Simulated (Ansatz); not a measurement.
HfCo$_{3}$B$_{2}$:
Space group P6/mmm (No. 191); a = 4.795 Å, b = 4.795 Å, c = 3.021 Å, α = 90.00°, β = 90.00°, γ = 120.00°

```json
[
 {"atom": "B", "site": "2c", "symmetry": "-6m2", "x": "0.3333", "y": "0.6667", "z": "0.0000"},
 {"atom": "Co", "site": "3g", "symmetry": "mmm", "x": "0.5000", "y": "0.5000", "z": "0.5000"},
 {"atom": "Hf", "site": "1a", "symmetry": "6/mmm", "x": "0.0000", "y": "0.0000", "z": "0.0000"}
]
```

Relaxed with r²SCAN.

### Question
Which orbitals make up the states near the Fermi level in DFT-r²SCAN in the program Ansatz with PAW potentials?

### Answer
Within 0.5 eV of the Fermi level: Co 3d 67 %, Hf 5d 15 %, B 2p 11 %. Projections are on Löwdin-orthogonalised atomic valence shells; empty p or d shells of many metals are not among them.

### Question
Tabulate the density of states.

### Answer
States/eV per cell of 6 atoms, in 0.25 eV bins, energy from the Fermi level.

```csv
E (eV),total,Co 3d,Hf 5d,B 2p
-7.85,0.77,0.30,0.05,0.06
-7.60,0.43,0.12,0.03,0.09
-7.35,0.40,0.09,0.03,0.13
-7.10,0.62,0.12,0.04,0.26
-6.85,0.82,0.16,0.05,0.36
-6.60,1.08,0.24,0.08,0.47
-6.35,1.58,0.40,0.13,0.69
-6.10,1.69,0.47,0.12,0.73
-5.85,2.03,0.69,0.15,0.81
-5.60,2.14,0.87,0.15,0.76
-5.35,3.04,1.30,0.22,0.94
-5.10,4.11,1.92,0.25,1.34
-4.85,2.91,1.46,0.17,0.93
-4.60,3.29,1.80,0.24,0.84
-4.35,4.22,2.46,0.25,1.12
-4.10,4.11,2.41,0.22,1.19
-3.85,7.88,4.97,0.66,1.78
-3.60,5.23,3.28,0.72,0.92
-3.35,7.71,5.21,1.05,1.09
-3.10,4.24,2.98,0.43,0.65
-2.85,7.38,5.73,0.53,0.86
-2.60,5.68,4.56,0.43,0.31
-2.35,6.37,5.05,0.58,0.23
-2.10,5.49,4.14,0.71,0.21
-1.85,8.39,6.49,1.07,0.36
-1.60,5.96,4.67,0.61,0.40
-1.35,8.63,7.68,0.37,0.37
-1.10,7.85,7.26,0.22,0.22
-0.85,8.87,8.13,0.25,0.31
-0.60,5.02,4.29,0.30,0.24
-0.35,3.10,2.46,0.19,0.26
-0.10,2.29,1.63,0.17,0.32
0.15,2.34,1.38,0.45,0.29
0.40,2.74,1.37,0.83,0.35
0.65,3.28,1.81,0.91,0.33
0.90,3.33,2.02,0.69,0.35
1.15,5.01,2.87,1.14,0.69
1.40,5.71,3.15,1.37,0.90
1.65,2.84,1.27,0.84,0.54
1.90,1.81,0.67,0.59,0.41
2.15,1.61,0.52,0.56,0.39
2.40,1.63,0.47,0.67,0.37
2.65,1.38,0.38,0.62,0.28
2.90,1.19,0.32,0.56,0.23
3.15,1.49,0.39,0.74,0.26
3.40,1.92,0.47,0.94,0.36
3.65,2.28,0.52,1.16,0.44
3.90,2.23,0.44,1.11,0.50
4.15,3.58,0.64,1.75,0.88
4.40,3.28,0.55,1.67,0.73
4.65,2.35,0.40,1.05,0.49
```

The workflow started from an entry of the Crystallography Open Database (COD). Whether it is the stable phase at ambient conditions was not checked. The cell was relaxed with r²SCAN under the symmetry of its start; whether a distortion lowers the energy is not shown. The workflow began spin-polarised and lost its moments. Scalar-relativistic: spin–orbit coupling is off unless named, which matters more the heavier the elements.

Potentials: the later of the program's two PAW sets.
